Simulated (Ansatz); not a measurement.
C:
Space group Imma (No. 74); a = 4.8911 Å, b = 7.7997 Å, c = 3.3106 Å, α = β = γ = 90.00°

```csv
atom,site,symmetry,x,y,z
C,8g,.2.,0.2500,0.6613,0.2500
C,8h,m..,0.0000,0.5727,0.1228
```
(The calculation used a cell of 8 atoms; values per cell refer to that cell.)

Relaxed at zero pressure with PBE in the plane-wave PAW code Ansatz.

Q: The volume is lowered by 6 % and shape and atoms relax at that volume. What pressure results, and how do the axes share the change?

A: 9.1 GPa; a -0.6 %, b 0.2 %, c -5.6 %; the energy rises by 13 meV/atom.

Q: Give the new structure.

A: 
Space group Imma (No. 74); a = 4.860 Å, b = 7.818 Å, c = 3.124 Å, α = β = γ = 90.00°

```csv
atom,site,symmetry,x,y,z
C,8g,.2.,0.2500,0.6619,0.2500
C,8h,m..,0.0000,0.5736,0.1251
```

The phase is kept; no other phase was compared at this pressure.

The start of the workflow was typed in or built on a structure type; neither database checked (COD, Materials Project) lists it. It is not the phase usual at ambient conditions (space group No. 194, 227). The PBE relaxation kept the symmetry of its start; its stability against distortions is not shown here.

Potentials: the earlier of the program's two PAW sets.
